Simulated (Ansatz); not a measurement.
## Bi₂W: one input, then a changed one

The cell is built from the CdI2 type as a first guess.

First run: DFT, PBE, PAW with Ansatz's default frozen-core files, scalar-relativistic (Ansatz 0.2.0).

Command: `ansatz run input.yaml --threads 1 --pin off --max-ram 3072MiB --backend cpu --events-out ev --progress --plain --runs-dir out` The run took 85 s on 1 thread of Intel(R) Xeon(R) Platinum 8488C (Sapphire Rapids) (shared host), peak memory 0.49 GiB.

```yaml
crystal:
  lattice:
    - [4.1649823397, 0.0, 0.0]
    - [-2.0824911699, 3.6069805125, 0.0]
    - [0.0, 0.0, 6.6639717436]
  atoms:
    - { symbol: W, position: [0.0, 0.0, 0.0] }
    - { symbol: Bi, position: [0.3333333333, 0.6666666667, 0.25] }
    - { symbol: Bi, position: [0.6666666667, 0.3333333333, 0.75] }
kpoints:
  mp_grid: { grid: [9, 9, 5] }
scf:
  occupations: { method: fermi_dirac, width: 0.03 }
hamiltonian:
  xc: pbe
  pseudopotentials: { kind: paw }
output:
  forces: true
  stress: true
relax:
  f_tol: 0.005
  max_steps: 80
  cell: {}
```

Result: converged; relaxed volume 28.210 Å³/atom; 92 SCF iterations in all.

No spin–orbit coupling, which matters for the heavy atoms here.

The input is then changed:

```diff
@@ -12,4 +12,5 @@
 scf:
   occupations: { method: fermi_dirac, width: 0.03 }
+  eigensolver: { kind: davidson }
 hamiltonian:
   xc: pbe
@@ -18,7 +19,13 @@
   forces: true
   stress: true
+  write_density: true
+  write_potential: true
+  elf: true
+  volumetric_format: npy
 relax:
   f_tol: 0.005
   max_steps: 80
   cell: {}
+basis:
+  ecutwfc: "51.4 Ry"
```

Problem. What does the second run give?

Solution. It converged; energy at zero smearing -1.4 meV/atom from the first run; relaxed volume 28.194 Å³/atom; 82 SCF iterations in all.
